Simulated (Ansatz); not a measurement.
## HRuCl, a known structure type with other elements, at an estimated volume

```xyz
6
Lattice="3.5336 0.0000 0.0000 0.0000 3.5336 0.0000 0.0000 0.0000 6.2849" Properties=species:S:1:pos:R:3 pbc="T T T"
Cl    0.8834    0.8834    4.0821
Cl    2.6502    2.6502    2.2029
H     2.6502    0.8834    0.0000
H     0.8834    2.6502    0.0000
Ru    0.8834    0.8834    1.2249
Ru    2.6502    2.6502    5.0600
```

Level: m-r2SCAN, no spin polarisation; 500 eV; 7×7×4 Γ-centred mesh; gaussian occupations (width 0.0275 eV); Ansatz 0.2.0, fixed geometry.

Is there a gap?

It is a metal, with about 7.8 states/eV a cell as the mean within 0.25 eV of the Fermi level, mostly Ru d (82 %) and Cl p (14 %).

Is the cell too large or too small?

The pressure is -12.2 GPa (compression positive), so with the atoms held at these fractions the cell would first shrink; the forces are large, so a full relaxation may end otherwise. The principal stresses -14.8, -14.8, -6.9 GPa differ, so its shape would change too.

What is the formation energy?

0.69 eV an atom against the elements' usual phases (free molecules for gases, crystals otherwise, with no correction for O₂ or N₂), so at this geometry it isn't bound against them. Relaxing would lower it.

What do density and ELF say about some of the short contacts?

H–Ru at 2.15 Å: least valence density 0.31 e/Å³ and ELF 0.34 there. H–H at 2.50 Å: least valence density 0.14 e/Å³ and ELF 0.20 there. Cl–Ru at 2.68 Å: least valence density 0.30 e/Å³ and ELF 0.16 there. These are pseudo-fields; inside the PAW spheres they differ from the all-electron ones.

Where is the largest force?

The largest is on Ru5 (and as large on other atoms): 1.34 eV/Å, components (0.00, 0.00, -1.34). It makes 55° with the line to a nearest neighbour, H3 at 2.15 Å.

Origin: a known structure type with other elements, at an estimated volume, so it need not be a known compound. Caveats: many states at the Fermi level without spin polarisation, so a magnetic state may lie lower; correlation that this level lacks may open a gap in such a compound; m-r2SCAN is r2SCAN with a changed spin dependence that lowers moments.
